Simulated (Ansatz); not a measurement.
Input file for Ansatz (an electronic-structure program):

Ansatz 0.2 input:
```yaml
crystal:
  lattice:
    - [2.918569422, 0.0, 0.0]
    - [0.0, 2.918569422, 0.0]
    - [0.0, 0.0, 2.918569422]
  atoms:
    - { symbol: Cu, position: [0.0, 0.0, 0.0] }
    - { symbol: Zn, position: [0.5, 0.5, 0.5] }
kpoints:
  mp_grid: { grid: [14, 14, 14] }
hamiltonian:
  xc: r2scan
  pseudopotentials: { kind: paw }
scf:
  occupations: { method: gaussian, width: 0.1 }
checkpoint: { read: metal.run }
output: { bader: true, populations: true }
```

Output (shortened):

```
Pseudopotential: Cu, paw, valence charge 19
Pseudopotential: Zn, paw, valence charge 12
Functional definition: r2SCAN
Crystal: 2 atoms, lattice volume = 24.861 Å³
Basis set: ecut = 500 eV, 619 PW (Γ), exchange–correlation on 96×96×96 points (64 copies of the dense FFT grid, shifted against one another)
Bands: 24, of which v1, the nominal top of the filled ones, is band 16 counted from 1 (15 counted from 0)
Symmetry: 48 space group operations
Space group: Pm-3m (ITA 221), of the structure as read, at distance tolerance 2.9e-5 Å
k-points: 120 of 2744
Stability of the state it starts from, as read at its close in the unpolarized treatment …
iter 1 solved again at ethr=2.15e-8 eV; its pass at ethr=3.10e-3 eV (dr2=6.68e-6 eV) is discarded
SCF iter   1: F=—  HF=-9957.130602 eV  |F-HF|=—  |Δ(HF+E_count)|=         —  Δρ=2.29e-7  dr2=4.43e-12  dr2_τ=3.00e-13  ethr=2.15e-8  ⟨swp⟩=3.5  Hψ=20391  notcnv=0
preconditioner: auto → none
SCF iter   2: F=-9957.130602 eV  HF=-9957.130602 eV  |F-HF|=3.64e-11  |Δ(HF+E_count)|=  5.71e-10  Δρ=4.59e-7  dr2=3.62e-11  dr2_τ=1.13e-13  ethr=1.00e-12  ⟨swp⟩=6.5  Hψ=11180  notcnv=0
SCF 1 converged in 2 iterations: F = -9957.130602 eV  dr2 = 3.62e-11
SCF converged after 2 iterations
Free energy (F): -9957.130602 eV
Harris-Foulkes:  -9957.130602 eV  (|F-HF|=3.64e-11)
Internal energy: -9957.129127 eV  (E = F + TS)
E sigma→0 (E₀):  -9957.129865 eV
Entropy (-TS):   -0.001475 eV (-0.738 meV/atom)
Fermi energy:    14.835085 eV
--- Per-component energies (eV) ---
  E_band       = -336.536747
  E_kinetic    = 431.158888
  E_local      = -5740.744155  (includes V_loc(G=0)·N_el)
  E_nonlocal   = 1009.891986
  E_hartree    = 2513.810947
  E_xc         = -209.015394
  E_vxc        = -180.429193  (∫ρ·V_xc dr)
  E_paw        = -3524.981310  (= ΣΔE_a)
  E_vpaw       = -896.289603  (= ΣTr[D̂ρ^β])
  E_aug_tail   = 0.000125  (compensation charges beyond the density's cutoff)
  E_vtau       = 12.252843  (kinetic-family band-sum trace: ∫τ·v_τ [+ j·A + Jᵃ·Aᵃ] dr)
  E_ewald      = -4436.766488
  E_core_change = -0.483727  (= ΣΔE_core)
  E_smearing   = -0.001475  (= −TS)
  E_closure    = 0.000000  (closes the sum)
  Σ components = -9957.130602   (vs F -9957.130602, Δ=0.00e0)
  [band-id]    e_kinetic+e_local+e_nonlocal+2·e_hartree+e_vxc+e_vpaw+e_augmentation_tail+e_vtau = -336.537215   (vs E_band -336.536747, Δ=-4.68e-4)
--- Band table (eV; the first three rows and the last of 120) ---
  k-point 0: bands = ["-102.1017", "-57.9201", "-57.9201", "-57.9201", "3.8204", "6.5961", "6.5961", "7.3774", "7.3774", "7.3774", "11.0429", "11.0429", "11.9775", "11.9775", "11.9775", "21.5030", "21.5030", "21.5030", "26.5119", "26.5119", "28.4055", …
  k-point 1: bands = ["-102.1016", "-57.9207", "-57.9201", "-57.9201", "3.9189", "6.6083", "6.6174", "7.3686", "7.3686", "7.3819", "11.0366", "11.0518", "11.9436", "11.9436", "11.9735", "20.5526", "21.6534", "21.6534", "26.5631", "27.1343", "28.9451", …
  k-point 2: bands = ["-102.1016", "-57.9224", "-57.9200", "-57.9200", "4.2113", "6.6429", "6.6795", "7.3437", "7.3437", "7.3943", "11.0185", "11.0714", "11.8516", "11.8516", "11.9622", "18.7197", "22.0939", "22.0939", "26.7182", "27.6725", "30.8850", …
  k-point 119: bands = ["-102.0998", "-57.9299", "-57.9299", "-57.9299", "6.7384", "6.7384", "6.7384", "7.6924", "7.6924", "10.2669", "10.2669", "10.2669", "12.2315", "12.2315", "19.3493", "19.3493", "19.3493", "19.4042", "19.5936", "19.5936", "19.5936", …
--- Löwdin populations: 2 sites ---
  site symbol       q [e]
     0     Cu     19.0756
     1     Zn     11.2041
  spilling = 0.023234 (of n_electrons = 31.000000)
--- Bader charges: 2 sites ---
  site symbol  charge [e]  shift [e]
     0     Cu     -0.1723     0.0019
     1     Zn      0.1723     0.0019
  shift: an alarm, by how much a part of what the PAW files miss would move the charge. Where it is large, compare
  with a run on PAW files of another source; a small one proves nothing
  estimated error of the sums over rays = 3.4e-4 e
```

Cost: about 30 core-seconds (a rough figure) on shared cores.

The r²SCAN relaxation kept the symmetry of its start; of distortions, only those at the zone centre were tested. The run is not spin-polarised.

Potentials: the later of the program's two PAW sets.

Ansatz is a plane-wave DFT program.
